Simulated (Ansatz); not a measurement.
NaCuO2:
```
CELL_PARAMETERS angstrom
      3.24281     1.36815     0.00000
     -3.24281     1.36815     0.00000
     -3.09440     0.00000     5.20813
ATOMIC_POSITIONS crystal
  Na 0.00000 0.00000 0.50000
  Cu 0.00000 0.00000 0.00000
  O  0.57463 0.42537 0.22880
  O  0.42537 0.57463 0.77120
```

Relaxed with PBEsol.

Question: Map the valence electron density (e/Å³), cut off at 2 on the plane through (0.000, 0.000, 0.500) spanned by u = [1, -1, 1] and v = [-1, 1, 1] in lattice vectors, from DFT-PBEsol in the program Ansatz with PAW potentials.

Answer: x is the fraction of u, y of v (the angle between them is 95°; rows are the nearest grid lines); atoms in the plane: Na at (0.00, 0.00), Na at (0.50, 0.50), Cu at (0.25, 0.25), Cu at (0.75, 0.75), O at (0.15, 0.58), O at (0.65, 0.08), O at (0.35, 0.92), O at (0.85, 0.42).
```
|99991000112322111122321100019999|
|99310013799999621000000000001699|
|11000014999999731000000000000011|
|00000002489995210000000000000000|
|00000000001100000000013443210000|
|00000000000000000002899999951000|
|00000000000000000013999999971000|
|00000000000000000011499999410000|
|00123332100000000000001100000000|
|13899999620000000000000000000001|
|14999999721000011100000000000001|
|12479974210029999992000000011111|
|11111000000029999992001247997421|
|10000000000000111000012799999941|
|10000000000000000000002699999831|
|00000000110000000000000123332100|
|00001499999411000000000000000000|
|00017999999931000000000000000000|
|00015999999820000000000000000000|
|00001234431000000000110000000000|
|00000000000000001259998420000000|
|11000000000000013799999941000011|
|99610000000000012699999731001399|
|99991000112322111122321100019999|
```
Scale: ten equal steps from 0.022 (start of '0') to 2.00 (end of '9'), in the order '0123456789'; x runs from 0.000 to 1.00, y from 0.000 (bottom) to 1.00 (top).

The density is the valence pseudo-density with augmentation charge, so density and ELF within about 1 Å of a nucleus are not all-electron values.

Space group C2/m. The first step of the workflow began from a Materials Project structure, measured or hypothetical; the Crystallography Open Database files this formula in space group No. 12, but the cells were not matched. Whether it is the stable phase at ambient conditions was not checked. Symmetry was held in the PBEsol relaxation; its stability against distortions is not shown here. The run is not spin-polarised. No Hubbard U is applied.

Potentials: the later of the program's two PAW sets.
